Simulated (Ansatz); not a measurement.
# Calculated coordination and ¹⁷O quadrupole coupling for CaAl2SiH4O8

Cell: an entry of the Crystallography Open Database (COD) whose atoms were relaxed with PBE, the cell held.

Space group I4_1/a:1 (No. 88); a = 4.9520, c = 23.2750 Å.

| site | Wyckoff | site symmetry | x | y | z |
| --- | --- | --- | --- | --- | --- |
| Ca | 4a | -4.. | 0.0000 | 0.5000 | 0.2500 |
| Al | 8e | 2.. | 0.0000 | 0.5000 | 0.0905 |
| Si | 4b | -4.. | 0.5000 | 0.0000 | 0.2500 |
| H | 16f | 1 | 0.3847 | 0.1887 | 0.0911 |
| O17 | 16f | 1 | 0.6348 | 0.2443 | 0.2886 |
| O25 | 16f | 1 | 0.1900 | 0.1702 | 0.0947 |

One atom of each set is listed; the run and its k-mesh use a cell of 32 atoms with edges of 12.15, 12.15, 12.15 Å.

The numbers come from a DFT calculation in Ansatz (PBE, plane waves and PAW, scalar-relativistic, 420 eV cutoff, Γ-centred 6×6×6 k-points, Fermi–Dirac smearing 0.02 eV).

Q(¹⁷O) = -25.58 mb.

Q: Rank these O sites by |C_Q|, smallest first.
A. O17: 1 Si at 1.65 Å, 1 Al at 1.87 Å, angle 135°; also 1 Ca at 2.38 Å
B. O25: 1 H at 0.97 Å, 2 Al at 1.89–1.97 Å; also 1 Ca at 2.54 Å

A: A (3.95 MHz, η = 0.19), B (7.87 MHz, η = 0.33).

At O25 V_zz points along its shortest bond, to H (within 5°). Like point charges on the first shell alone (each adding as 1/d³) would give the same order.
